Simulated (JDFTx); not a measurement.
An input for JDFTx (a modified build) (TiAl(001), CANDLE, water, 2 M NaF; bohr, hartree) and the course of its log:

```
lattice \
  5.3115477048 0.0000000000 0.0000000000 \
  0.0000000000 5.3115477048 0.0000000000 \
  0.0000000000 0.0000000000 37.9834951050
coords-type Lattice
ion Al 0.0000000000 0.0000000000 0.0000000000 0
ion Ti 0.5000000000 0.5000000000 -0.0980343010 0
ion Ti 0.5000000000 0.5000000000 0.0980343010 0
ion-species pseudo/al_pbe_v1.upf
ion-species pseudo/ti_pbe_v1.4.upf
elec-cutoff 20 100
elec-ex-corr gga-PBE
coulomb-interaction Slab 001
coulomb-truncation-embed 0 0 0
kpoint-folding 8 8 1
elec-smearing Fermi 0.01
elec-n-bands 22
target-mu -0.153980
electronic-scf nIterations 100 energyDiffThreshold 1e-07
fluid LinearPCM
pcm-variant CANDLE
fluid-solvent H2O
fluid-cation Na+ 2
fluid-anion F- 2
fluid-minimize nIterations 400 knormThreshold 1e-11
wavefunction read f0.wfns
elec-initial-eigenvals f0.eigenvals
elec-initial-fillings read f0.fillings
fluid-initial-state f0.fluidState
dump-name f0_u2.$VAR
dump End State Ecomponents EigStats BandEigs Forces ElecDensity IonicPositions Fillings Kpoints Dtot FluidDebug BoundCharge FluidDensity
```

```
[one cycle in 5 is shown, and the last three; fluid-solver lines are left out]
	FillingsUpdate:  mu: -0.153980000  nElectrons: 25.557608
SCF: Cycle:  0   G: -113.833116339030340   dG: +7.137e-01   |Residual|: 1.266e-01   |deigs|: 3.043e-06
	FillingsUpdate:  mu: -0.153980000  nElectrons: 26.712317
SCF: Cycle:  5   G: -114.523381794814128   dG: -2.023e-03   |Residual|: 2.901e-02   |deigs|: 1.032e-04
	FillingsUpdate:  mu: -0.153980000  nElectrons: 26.606040
SCF: Cycle: 10   G: -114.516346395784751   dG: +1.680e-02   |Residual|: 3.006e-02   |deigs|: 1.111e-03
	FillingsUpdate:  mu: -0.153980000  nElectrons: 26.163331
SCF: Cycle: 15   G: -114.372538709537835   dG: -1.067e-01   |Residual|: 7.767e-02   |deigs|: 1.837e-03
	FillingsUpdate:  mu: -0.153980000  nElectrons: 26.142301
SCF: Cycle: 20   G: -114.416667463369180   dG: -1.961e-01   |Residual|: 5.887e-02   |deigs|: 3.306e-03
	FillingsUpdate:  mu: -0.153980000  nElectrons: 26.592159
SCF: Cycle: 25   G: -114.533408509006478   dG: -6.979e-02   |Residual|: 1.927e-02   |deigs|: 2.472e-03
	FillingsUpdate:  mu: -0.153980000  nElectrons: 26.878713
SCF: Cycle: 30   G: -114.546152279966208   dG: +1.281e-03   |Residual|: 6.827e-03   |deigs|: 1.008e-03
	FillingsUpdate:  mu: -0.153980000  nElectrons: 26.053877
SCF: Cycle: 35   G: -114.397926414922168   dG: -6.574e-03   |Residual|: 6.471e-02   |deigs|: 2.401e-04
	FillingsUpdate:  mu: -0.153980000  nElectrons: 25.928599
SCF: Cycle: 40   G: -114.341451827858876   dG: -1.196e-02   |Residual|: 7.583e-02   |deigs|: 2.402e-04
	FillingsUpdate:  mu: -0.153980000  nElectrons: 26.758852
SCF: Cycle: 45   G: -114.544325761024055   dG: -3.165e-01   |Residual|: 1.261e-02   |deigs|: 1.056e-02
	FillingsUpdate:  mu: -0.153980000  nElectrons: 26.091756
SCF: Cycle: 50   G: -114.399558487263619   dG: -9.515e-02   |Residual|: 6.201e-02   |deigs|: 1.760e-03
	FillingsUpdate:  mu: -0.153980000  nElectrons: 25.633853
SCF: Cycle: 55   G: -114.248062568827606   dG: -1.798e-05   |Residual|: 9.479e-02   |deigs|: 2.671e-05
	FillingsUpdate:  mu: -0.153980000  nElectrons: 25.917929
SCF: Cycle: 60   G: -114.385557739438099   dG: -2.218e-02   |Residual|: 6.934e-02   |deigs|: 4.801e-04
	FillingsUpdate:  mu: -0.153980000  nElectrons: 26.378611
SCF: Cycle: 65   G: -114.532648805337530   dG: -1.563e-02   |Residual|: 2.265e-02   |deigs|: 1.316e-03
	FillingsUpdate:  mu: -0.153980000  nElectrons: 26.032705
SCF: Cycle: 70   G: -114.476032686236422   dG: -2.381e-01   |Residual|: 4.820e-02   |deigs|: 5.135e-03
	FillingsUpdate:  mu: -0.153980000  nElectrons: 25.664259
SCF: Cycle: 75   G: -114.343741539368224   dG: +1.084e-01   |Residual|: 8.173e-02   |deigs|: 2.754e-03
	FillingsUpdate:  mu: -0.153980000  nElectrons: 26.029614
SCF: Cycle: 80   G: -114.476802825807070   dG: -3.097e-02   |Residual|: 4.860e-02   |deigs|: 9.148e-04
	FillingsUpdate:  mu: -0.153980000  nElectrons: 26.384008
SCF: Cycle: 85   G: -114.548361464661284   dG: -4.883e-03   |Residual|: 8.574e-03   |deigs|: 9.017e-04
	FillingsUpdate:  mu: -0.153980000  nElectrons: 26.395126
SCF: Cycle: 90   G: -114.550433284661480   dG: -1.520e-04   |Residual|: 1.793e-03   |deigs|: 1.050e-04
	FillingsUpdate:  mu: -0.153980000  nElectrons: 26.413476
SCF: Cycle: 95   G: -114.550535808688963   dG: -4.242e-08   |Residual|: 2.500e-05   |deigs|: 3.006e-05
	FillingsUpdate:  mu: -0.153980000  nElectrons: 26.412159
SCF: Cycle: 97   G: -114.550534727816114   dG: +3.118e-07   |Residual|: 1.935e-04   |deigs|: 9.319e-04
	FillingsUpdate:  mu: -0.153980000  nElectrons: 26.412682
SCF: Cycle: 98   G: -114.550535423684650   dG: -6.959e-07   |Residual|: 1.234e-04   |deigs|: 5.100e-04
	FillingsUpdate:  mu: -0.153980000  nElectrons: 26.412895
SCF: Cycle: 99   G: -114.550535646702670   dG: -2.230e-07   |Residual|: 8.883e-05   |deigs|: 9.220e-05
SCF: None of the convergence criteria satisfied after 100 iterations.
IonicMinimize: Iter:   0  G: -114.550535646702670  |grad|_K:  0.000e+00
IonicMinimize: Converged (|grad|_K<1.000000e-04).
```

This run gave no converged result. The electronic loop ended without meeting its threshold, so the last energy, electron count and forces aren't results.
